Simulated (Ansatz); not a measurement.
ZrO2:
```cif
data_O4Zr2
_chemical_formula_sum 'Zr2 O4'
_space_group_name_H-M_alt 'P42/nmc :1'
_space_group_IT_number 137
_space_group_name_Hall 'P 4n 2n -1n'
_cell_length_a 3.60107
_cell_length_b 3.60107
_cell_length_c 5.22998
_cell_angle_alpha 90.000
_cell_angle_beta 90.000
_cell_angle_gamma 90.000
loop_
_space_group_symop_operation_xyz
  'x, y, z'
  '-y+1/2, x+1/2, z+1/2'
  '-x, -y, z'
  'y+1/2, -x+1/2, z+1/2'
  'x+1/2, -y+1/2, -z+1/2'
  '-y, -x, -z'
  '-x+1/2, y+1/2, -z+1/2'
  'y, x, -z'
  '-x+1/2, -y+1/2, -z+1/2'
  'y, -x, -z'
  'x+1/2, y+1/2, -z+1/2'
  '-y, x, -z'
  '-x, y, z'
  'y+1/2, x+1/2, z+1/2'
  'x, -y, z'
  '-y+1/2, -x+1/2, z+1/2'
loop_
_atom_site_label
_atom_site_type_symbol
_atom_site_symmetry_multiplicity
_atom_site_Wyckoff_symbol
_atom_site_fract_x
_atom_site_fract_y
_atom_site_fract_z
_atom_site_occupancy
Zr1 Zr 2 a 0.00000 0.00000 0.00000 1
O1 O 4 d 0.50000 0.00000 0.19637 1
```

Relaxed with r²SCAN.

Q: Which orbitals make up the states near the band edges in DFT-r²SCAN in the program Ansatz with PAW potentials?

A: Top 1 eV of the valence band: O 2p 91 %, Zr 4d 6 %. Bottom 1 eV of the conduction band: Zr 4d 89 %, O 2p 8 %. Projections are on Löwdin-orthogonalised atomic valence shells; empty p or d shells of many metals are not among them.

Q: Tabulate the density of states.

A: States/eV per cell of 6 atoms, in 0.25 eV bins, energy from the valence-band maximum.

```
E (eV)  total  O 2p  Zr 4d  O 2s
------  -----  ----  -----  ----
-5.31    0.00  0.00   0.00  0.00
-5.06    0.23  0.15   0.06  0.00
-4.81    1.09  0.74   0.28  0.00
-4.56    1.98  1.36   0.51  0.01
-4.31    5.10  3.55   1.37  0.01
-4.06    8.41  5.89   2.29  0.02
-3.81    3.73  2.65   0.96  0.01
-3.56    5.79  4.31   1.24  0.03
-3.31    5.65  4.38   0.99  0.04
-3.06    4.25  3.40   0.62  0.04
-2.81    4.88  4.00   0.61  0.05
-2.56    4.04  3.38   0.43  0.04
-2.31    2.79  2.31   0.31  0.05
-2.06    3.02  2.50   0.36  0.04
-1.81    4.95  4.20   0.52  0.06
-1.56    5.63  4.83   0.57  0.05
-1.31    5.71  4.95   0.55  0.04
-1.06    7.08  6.15   0.69  0.05
-0.81    5.91  5.21   0.53  0.03
-0.56    5.96  5.42   0.37  0.03
-0.31    7.28  6.81   0.30  0.04
-0.06    2.52  2.41   0.06  0.01
0.19     0.00  0.00   0.00  0.00
0.44     0.00  0.00   0.00  0.00
0.69     0.00  0.00   0.00  0.00
0.94     0.00  0.00   0.00  0.00
1.19     0.00  0.00   0.00  0.00
1.44     0.00  0.00   0.00  0.00
1.69     0.00  0.00   0.00  0.00
1.94     0.00  0.00   0.00  0.00
2.19     0.00  0.00   0.00  0.00
2.44     0.00  0.00   0.00  0.00
2.69     0.00  0.00   0.00  0.00
2.94     0.00  0.00   0.00  0.00
3.19     0.00  0.00   0.00  0.00
3.44     0.00  0.00   0.00  0.00
3.69     0.00  0.00   0.00  0.00
3.94     0.00  0.00   0.00  0.00
4.19     0.00  0.00   0.00  0.00
4.44     0.00  0.00   0.00  0.00
4.69     0.11  0.00   0.11  0.00
4.94     0.98  0.04   0.91  0.01
5.19     5.94  0.42   5.35  0.06
5.44     9.21  0.86   8.09  0.08
5.69    10.55  1.28   9.02  0.06
5.94     5.01  0.92   3.92  0.04
6.19     0.20  0.05   0.15  0.00
6.44     0.00  0.00   0.00  0.00
6.69     0.00  0.00   0.00  0.00
6.94     3.80  0.20   2.88  0.49
7.19     4.26  0.33   3.16  0.47
7.44     3.90  0.42   2.82  0.38
7.69     3.61  0.47   2.48  0.33
7.94     3.20  0.47   2.04  0.29
8.19     2.63  0.46   1.66  0.19
8.44     4.01  0.75   2.51  0.27
8.69     5.34  1.17   3.63  0.17
8.94     4.92  1.20   3.29  0.11
9.19     4.41  1.13   2.83  0.10
9.44     3.81  1.04   2.40  0.07
```

Space group P4_2/nmc. This is a known high-temperature phase of the composition, computed here at zero pressure and temperature. The cell was relaxed with r²SCAN under the symmetry of its start; its stability against distortions is not shown here. No spin polarisation was allowed. Spin–orbit coupling is left out wherever it is not named.

Potentials: the earlier of the program's two PAW sets.
